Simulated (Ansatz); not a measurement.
The slice is one period of a {211} plane through atoms; its size isn't given.

Calculation: PBE (plane waves to 420 eV, PAW, scalar-relativistic; Ansatz, a program for electronic structure). Inside the PAW spheres the values are not all-electron values, and peaks at nuclei hang on which shells count as valence.

```
|99876310000136789|
|98865310000135688|
|77654210000124567|
|66542100000012456|
|43321000000001233|
|21110000000000111|
|00000000000000000|
|00000000000000000|
|00000000000000000|
|00000000000000000|
|00000000000000000|
|00000000000000000|
|00000000000000000|
|00000000000000000|
|00000000000000000|
|00000000000000000|
|00000000000000000|
|00000000000000000|
|00000000000000000|
|00000000000000000|
|00000000000000000|
|21110000000000111|
|43321000000001233|
|66542100000012456|
|77654210000124567|
|98865310000135688|
|99876310000136789|
|99976421001246799|
```
Scale: ten equal steps from -0.63 (start of '0') to 1.23 (end of '9'), in the order '0123456789'. Values: log₁₀ of the valence density in e/Å³. The map has 17 points along u (one character each, u = 0 at the left) and 28 along v (v = 0 in the bottom row). The scale is logarithmic, as a density can span decades between atoms and voids.

```
|xxxxxxxx%%==..  ....  ..==%%xxxxxx|
|xxxxxx@@##--    ::::    --##@@xxxx|
|xxxx@@##==..  ..----..  ..==##@@xx|
|@@%%##==..    ::====::    ..==##%%|
|++==--..    ..==****==..    ..--==|
|....      ..--**####**--..      ..|
|        ::--++########++--::      |
|::::::--==++**########**++==--::::|
|++++++++++****************++++++++|
|********++++++++++++++++++++******|
|******++====------------====++****|
|****++==----::::::::::::----==++**|
|++++==--::::::........::::::--==++|
|++++==--::::............::::--==++|
|++++==--::::::........::::::--==++|
|****++==----::::::::::::----==++**|
|******++====------------====++****|
|********++++++++++++++++++++******|
|++++++++++****************++++++++|
|::::::--==++**########**++==--::::|
|        ::--++########++--::      |
|....      ..--**####**--..      ..|
|++==--..    ..==****==..    ..--==|
|@@%%##==..    ::====::    ..==##%%|
|xxxx@@##==..  ..----..  ..==##@@xx|
|xxxxxx@@##--    ::::    --##@@xxxx|
|xxxxxxxx%%==..  ....  ..==%%xxxxxx|
|xxxxxxxx@@++..  ....  ..++@@xxxxxx|
```
Scale: ten equal steps from 0.15 (start of ' ') to 0.64 (end of '@'), in the order ' .:-=+*#%@'. Values: electron localisation function (ELF). The map has 17 points along u (two characters each, u = 0 at the left) and 28 along v (v = 0 in the bottom row). Points within 0.5 Å of a nucleus are blanked (x), as the pseudised field means little there.

Task: Which relaxed crystal do these maps come from?
A) V (bcc, W type)
B) Rb (bcc, W type)
C) Li (bcc, W type)

Result: A, V (bcc, W type). Atoms on the slice: V at (0.00, 0.00)

All were relaxed with their symmetry unable to fall. The PAW data are Ansatz's earlier set. V is run without spin polarisation.
